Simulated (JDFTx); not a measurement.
An input for JDFTx (a modified build) (C2H5Se (SMILES [CH2][Se]C), charge 0, multiplicity 2; bohr, hartree):

```
lattice \
  18.8972612463 0.0000000000 0.0000000000 \
  0.0000000000 13.7005144035 0.0000000000 \
  0.0000000000 0.0000000000 12.7556513412
coords-type Cartesian
ion C -2.6163343344 -0.1667354459 0.0270268590 0
ion Se -0.0952968429 2.1067697276 0.6853748239 0
ion C 2.7952109692 -0.1491197253 0.2462396256 0
ion H -4.5122791829 0.5550845273 0.1406818542 0
ion H -2.3055028298 -2.1067697276 0.5540815051 0
ion H 2.6926546983 -1.6477366878 1.6491718566 0
ion H 2.7257878808 -0.9390741556 -1.6491718566 0
ion H 4.5122791829 0.9452099293 0.5045939654 0
ion-species pseudo/c_pbe_v1.2.upf
ion-species pseudo/se_pbe_v1.upf
ion-species pseudo/h_pbe_v1.4.upf
core-overlap-check none
elec-cutoff 20 100
elec-ex-corr gga-PBE
symmetries none
coulomb-interaction Isolated
coulomb-truncation-embed 0 0 0
elec-n-bands 10
spintype z-spin
elec-initial-magnetization 1 yes
electronic-scf nIterations 100 energyDiffThreshold 1e-08
dump-name s0.$VAR
dump End State Ecomponents EigStats BandEigs Forces ElecDensity IonicPositions
```

Problem. What happens when this is run, and what should be changed?

Solution. It stops during set-up with
```
Atom 3 lies within the margin of 5 bohrs from the truncation boundary.
Expand unit cell, or if absolutely sure, reduce coulomb-truncation-ion-margin.
Failed.
```
The box is too small for the truncated Coulomb interaction: enlarge the cell, or lower coulomb-truncation-ion-margin if the density is known to be confined.
